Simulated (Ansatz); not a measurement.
## Pt, first-principles data

Pt (diamond, space group No. 227), a = b = c = 5.7754 Å, α = β = γ = 90.00°; the cell used has 2 atoms.

Space group Fd-3m (No. 227), diamond; conventional cell a = b = c = 5.775 Å, α = β = γ = 90.00°.

Method: DFT-PBE in the program Ansatz with PAW potentials. Geometry: relaxed at this level of theory. Other levels are named where they apply.

### Cell and energy

| Item | Value |
|---|---|
| Volume per atom | 24.08 Å³ |
| Density | 13.45 g/cm³ |

### Electronic structure

| Quantity | Result |
|---|---|
| Electronic character | metallic (no gap) |
| Density of states at the Fermi level | 3.0 states/eV per atom (mean over ±0.08 eV) |
| Gap with spin–orbit coupling | none (metallic) |

### Mechanics

| Item | Result |
|---|---|
| Bulk modulus (Birch–Murnaghan fit) | 115 GPa |
| Pressure derivative B′ | 5.4 |
| Elastic constants (relaxed ions, GPa) | C11 = 89.0, C12 = 129, C44 = 1.4 |
| Mechanical stability | unstable (C has a negative eigenvalue) |

### Phonons

| Quantity | Value |
|---|---|
| Highest zone-centre frequency | 170 cm⁻¹ |
| Zone-centre stability | no imaginary mode at Γ |

A made-up cell: these elements were put on the sites of a structure type; neither database checked (COD, Materials Project) lists it. It is not the phase usual at ambient conditions (space group No. 225). Symmetry was held in the PBE relaxation. No spin polarisation was allowed. As this level gives no gap, shear constants depend on the k-mesh and smearing (Fermi–Dirac, 0.1 eV here). As this level gives no gap, phonon frequencies hold no LO–TO term and depend on the k-mesh and smearing (Fermi–Dirac, 0.1 eV here). On the denser mesh and wider smearing of the elastic run this cell carries a stress of 0.3 GPa. Scalar-relativistic: spin–orbit coupling is off unless named, which matters more the heavier the elements.

Potentials: the later of the program's two PAW sets.
